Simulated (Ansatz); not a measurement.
Al₂O₃ (bixbyite, Ia-3), r²SCAN in the plane-wave PAW code Ansatz. The conduction-band minimum lies at Γ, with 1 equivalent valley. Second derivatives d²E/dk² of the lowest band at one valley (eV·Å²), along Cartesian directions:

| direction | d²E/dk² |
|---|---|
| [100] | 19.33 |
| [010] | 19.33 |
| [001] | 19.33 |
| [110] | 19.33 |
| [101] | 19.33 |
| [011] | 19.33 |

Question: Find the principal effective masses, the density-of-states mass and the conductivity mass.

Answer: Off-diagonal terms follow from H_xy = H[110] − (H_xx + H_yy)/2, and m*/mₑ = 7.620 eV·Å² over each eigenvalue: 0.39, 0.39, 0.39. One valley's DOS mass (m₁m₂m₃)^(1/3) = 0.39, conductivity mass 3/(Σ 1/mᵢ) = 0.39 mₑ.

Question: What effective density of states Nc follows at 300 K for parabolic valleys?

Answer: Nc = 2.509e19 × 1 × (0.39)^(3/2) ≈ 6.1e18 cm⁻³.

Question: With the computed static dielectric constant 9.53 (mean of the diagonal), estimate a hydrogenic donor's binding energy and radius.

Answer: E = 13.606 eV × 0.39/9.53² ≈ 58 meV; a = 0.529 Å × ε/m* ≈ 13 Å. Semilocal masses tend to be too small where the gap is.

A made-up cell: these elements were put on the sites of a structure type; the Crystallography Open Database copy checked does not list it. It is not the phase usual at ambient conditions (space group No. 167). Symmetry was held in the r²SCAN relaxation; of distortions, only those at the zone centre were tested.

Potentials: the later of the program's two PAW sets.
